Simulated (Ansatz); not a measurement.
Q: Name crystals whose computed values (the program Ansatz at the PBEsol level (PAW)) fall in these windows: highest Γ mode, no LO–TO term (cm⁻¹) 270 to 370; B₀ by P(V) fit (GPa) 100 to 140.

A: 

```tsv
crystal	highest Γ mode, no LO–TO term (cm⁻¹)	B₀ by P(V) fit (GPa)
TiGe2, Fddd (Ti on 8b, Ge on 16f)	316	123
MgCu2, cubic Laves (MgCu2 type)	314	105
MgRh, CsCl type	286	127
NbAl3, I4/mmm (Al on 2b, Al on 4d, Nb on 2a)	360	133
ZrAl3, Cu3Au type	329	109
```
Others may fit too.

Standing as an ambient phase not checked: TiGe2, Fddd (Ti on 8b, Ge on 16f); MgCu2, cubic Laves (MgCu2 type); MgRh, CsCl type; NbAl3, I4/mmm (Al on 2b, Al on 4d, Nb on 2a); ZrAl3, Cu3Au type. Perhaps ordered models of mixed-site phases: NbAl3, I4/mmm (Al on 2b, Al on 4d, Nb on 2a); ZrAl3, Cu3Au type. All cells were relaxed under the symmetry of their starts (and spin orders); stability against distortions was not tested throughout. Rows with no word on spin ran without spin polarisation. Scalar-relativistic: spin–orbit coupling is off unless named, which matters more the heavier the elements.

Potentials: the later of the program's two PAW sets.
